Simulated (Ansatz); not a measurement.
Given:

CoSi₂ (fluorite type, space group Fm-3m)

```
CoSi2
1.0
    0.00000     2.65735     2.65735
    2.65735     0.00000     2.65735
    2.65735     2.65735     0.00000
Co Si
1 2
Direct
  0.00000   0.00000   0.00000
  0.25000   0.25000   0.25000
  0.75000   0.75000   0.75000
```

In each cell atom 1 (Co, nearest neighbour Si at 2.301 Å; its periodic images, 3.8 Å or more away, move with it) moves by s·(-0.577, 0.577, 0.577) (towards the nearest neighbour), the rest being held.

All values below come from r2SCAN (plane waves to 500 eV, PAW, scalar-relativistic; Ansatz, an electronic-structure program). k mesh 12×12×12 (Γ-centred), Fermi-Dirac smearing 0.05 eV. E stands for the smeared free energy. With partly filled bands, energies and forces of such displacements shift with the k mesh and the smearing. CoSi2 is run without spin polarisation. CoSi2 was relaxed with its symmetry unable to fall. The PAW data are Ansatz's earlier set. ΔE is measured from the undisplaced structure.

The scan covers s from -0.460 to 0.460 Å in 11 points.

Is the energy the same for equal positive and negative displacements?

Even: the same for both signs. With its periodic images moving along, the atom's site symmetry in this cell is m-3m.

What force acts on the atom along the line at s = -0.460 Å?

8.75 eV/Å.

What is the energy change at s = 0.460 Å?

1661 meV/cell.

What is the force constant k = d²E/ds² of this move at s = 0?

12.8 eV/Å².

(A displaced cell: forces are minus the slopes of the energy, force constants its curvatures, and phonons follow from these.)
